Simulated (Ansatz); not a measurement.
Input:

GaN:
```yaml
crystal:
  lattice:
    - [-1.42650, 1.42650, 2.46953]
    - [1.42650, -1.42650, 2.46953]
    - [1.42650, 1.42650, -2.46953]
  atoms:
    - { symbol: Ga, position: [0.75622, 0.75622, 0.00000] }
    - { symbol: N, position: [0.35878, 0.35878, 0.00000] }
```

This is the r²SCAN-relaxed structure. Tensor components refer to the Cartesian frame of this cell.

Problem. All from r²SCAN in the plane-wave PAW code Ansatz, unless another level is named. Estimate the highest zone-centre frequency (without LO–TO term).

Solution. 483 cm^-1.

Problem. What about the Hill bulk and shear moduli?

Solution. 205 and 105 GPa.

Problem. What about the elastic constants (relaxed ions, GPa)?

Solution. C11 = 572, C12 = 34.0, C13 = 101, C33 = 287, C44 = 140, C66 = 21.9.

Problem. Next, the piezoelectric stress constants (proper, relaxed ions, C/m²)?

Solution. e15 = e24 = -1.25, e31 = e32 = -0.12, e33 = -2.53.

Space group I4mm. The first step of the workflow began from a Materials Project structure, measured or hypothetical; the Crystallography Open Database copy checked does not list it. It is not the phase usual at ambient conditions (space group No. 186, 216). The cell was relaxed with r²SCAN under the symmetry of its start; of distortions, only those at the zone centre were tested.

Potentials: the earlier of the program's two PAW sets.
